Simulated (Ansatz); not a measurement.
**Which magnetic order does MnIr (P4/mmm) prefer in this cell?**

The geometry is a structure as deposited in COD, repeated to hold the magnetic orders, held fixed and not relaxed.

The runs share PBEsol, 10×13×7 k mesh, Fermi–Dirac smearing of 0.03 eV. PAW means Ansatz 0.2.0 on its default frozen-core files; LAPW is all-electron LAPW in Ansatz 0.2.0. Site moments are integrated in spheres about the atoms, whose radii differ between the methods.

The reference run was typed so:

```yaml
crystal:
  lattice:
    - [0.0, 0.0, 3.643]
    - [2.7258966415, 0.0, 0.0]
    - [0.0, 5.451793283, 0.0]
  atoms:
    - { symbol: Mn, position: [0.5, 0.5, 0.25], spin: 4.0 }
    - { symbol: Mn, position: [0.5, 0.5, 0.75], spin: 4.0 }
    - { symbol: Ir, position: [0.0, 0.0, 0.0] }
    - { symbol: Ir, position: [0.0, 0.0, 0.5] }
magnetization:
  spin_polarized: true
kpoints:
  mp_grid: { grid: [10, 13, 7] }
scf:
  occupations: { method: fermi_dirac, width: 0.03 }
  lower_state_search: "off"
hamiltonian:
  xc: pbesol
  pseudopotentials: { kind: paw }
output:
  forces: true
  stress: true
  eigenvalues: true
  populations: true
  write_density: true
  write_potential: true
  elf: true
  volumetric_format: npy
```

Command: `ansatz run input.yaml --threads 2 --pin off --max-ram 6144MiB --backend cpu --events-out ev --progress --plain --runs-dir out`

The input for «start Mn1↑ Mn2↓» by LAPW differs from it in these lines, output keys apart:

```diff
-    - { symbol: Mn, position: [0.5, 0.5, 0.75], spin: 4.0 }
+    - { symbol: Mn, position: [0.5, 0.5, 0.75], spin: -4.0 }
-  pseudopotentials: { kind: paw }
+  pseudopotentials: { kind: all_electron, lapw: { basis_error: 0.001 } }
```

Energies count from the run that starts all moments parallel. Patterns list the atoms that start with 0.5 μB or more.

```json
{"start": "Mn1↑, Mn2↑", "ΔF PAW (meV/atom)": "0.0", "ΔF LAPW (meV/atom)": "0.0", "largest moment, PAW (μB)": "?", "M, PAW (μB/cell)": "2.85", "order at the end, PAW": "kept", "P, PAW (GPa)": "-21.2"}
{"start": "Mn1↑, Mn2↓", "ΔF PAW (meV/atom)": "-54.1", "ΔF LAPW (meV/atom)": "-54.2", "largest moment, PAW (μB)": "2.58", "M, PAW (μB/cell)": "0.00", "order at the end, PAW": "kept", "P, PAW (GPa)": "-12.0"}
{"start": "no spin polarisation", "ΔF PAW (meV/atom)": "?", "ΔF LAPW (meV/atom)": "–", "largest moment, PAW (μB)": "0.00", "M, PAW (μB/cell)": "0.00", "order at the end, PAW": "–", "P, PAW (GPa)": "-26.9"}
```

**Question.** Fill in "largest moment, PAW (μB)" for the row "Mn1↑, Mn2↑".

**Answer.** 1.57.

**Question.** Give the missing entry: row "no spin polarisation", column "ΔF PAW (meV/atom)".

**Answer.** +59.0.

The lowest of these ends as follows. Site moments (μB): Mn1 2.58, Mn2 -2.58, Ir3 0.00, Ir4 0.00. Cell moment 0.00 μB. Orders of other supercells weren't tried and can lie lower.

The PAW files were made with PBE; the program remakes their cores once for the run's functional and then keeps them frozen. The Ansatz runs typed with the search for lower states off end where their start leads. Spin–orbit coupling is left out although heavy atoms are present. These are results for the start and cell typed. The real compound can order otherwise, in a larger cell, or not at all, since semilocal functionals at zero temperature often overstate magnetism.
